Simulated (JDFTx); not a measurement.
| Property | Result |
|---|---|
| surface | Zn(0001) |
| bulk | Zn, P6_3/mmc, lattice of mp-79 (not re-optimised) |
| slab | 4 atoms in 4 planes, 1x1, 7.4 Å between the outermost planes |
| in-plane cell | 2.614 × 2.614 Å, 5.92 Å² |
| cell height | 23.3 Å |
| sampling | 10×10×1 k mesh, Fermi smearing 0.01 Ha, no spin polarisation |

All numbers are PBE, GBRV ultrasoft potentials, plane waves to 20/100 Ha results from JDFTx (a modified build), not measurements. Liquid: linear PCM (GLSSA13), water, 1 M NaF; nuclei fixed. Potentials are counted from the potential of zero charge; σ repeats to about 1 %.

```csv
U − U_pzc (V),"σ (μC/cm², per face)"
-0.90,-11.76
-0.70,-9.26
-0.60,-8.00
0.30,withheld
0.50,7.44
0.90,14.02
```

### Question
Fit σ = C₀x + bx² (x = U − U_pzc) to the other rows by least squares, predict the withheld value, and compare with the run.

### Answer
The fit gives C₀ (μF/cm²) = 14.3, b (μF/cm²/V) = 1.41, with a root-mean-square miss of 0.05 μC/cm² on its own rows. It predicts 4.4 μC/cm²; the run gives 4.4 μC/cm², the same to these digits.
